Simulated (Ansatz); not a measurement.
GePd:
```xyz
4
Lattice="-1.5830 1.5830 6.8386 1.5830 -1.5830 6.8386 1.5830 1.5830 -6.8386" Properties=species:S:1:pos:R:3 pbc="T T T"
Pd     0.0000     0.0000     0.0920
Pd     0.0000     1.5830     3.5113
Ge     0.0000     0.0000     5.5977
Ge     1.5830     0.0000     2.1784
```

Relaxed with PBE. Special points in fractions of this cell's reciprocal vectors: Γ (0.000, 0.000, 0.000); X (0.000, 0.000, 0.500); P (0.250, 0.250, 0.250); N (0.000, 0.500, 0.000); M (0.500, 0.500, -0.500); S (0.263, 0.737, -0.263); S0 (-0.263, 0.263, 0.263); R (-0.027, 0.027, 0.500); G (0.500, 0.500, -0.027).

Q: List the band energies nearest the Fermi level at these points for PBE (plane waves, PAW; program Ansatz).

A: In eV from the Fermi level; about four levels below and three above (degenerate sets whole), none deeper than 8.9 eV; points with the same levels are listed once.

```
k                          below                above
-  -----------------------------  -------------------
Γ  -2.92 -2.92 -2.35 -2.32 -2.25       1.87 4.06 4.06
X        -1.63 -1.63 -0.49 -0.49  0.41 0.41 3.31 3.31
P        -1.63 -1.63 -0.66 -0.66  0.50 0.50 3.28 3.28
N        -2.53 -1.49 -1.02 -0.68       1.74 4.17 6.01
M        -2.34 -2.34 -0.95 -0.95  2.87 2.87 5.89 5.89
S  -2.53 -2.53 -1.46 -1.03 -0.51       1.80 3.50 6.06
R        -1.66 -1.66 -0.50 -0.50  0.44 0.44 3.39 3.39
```

Space group I4_1md. The cell is a constructed one: a structure type filled with these elements; neither database checked (COD, Materials Project) lists it. COD files the formula under space group No. 62, so this cell is another polymorph or a model. Whether it is the stable phase at ambient conditions was not checked. Symmetry was held in the PBE relaxation; whether a distortion lowers the energy is not shown. No spin polarisation was allowed. Spin–orbit coupling is left out wherever it is not named.

Potentials: the later of the program's two PAW sets.
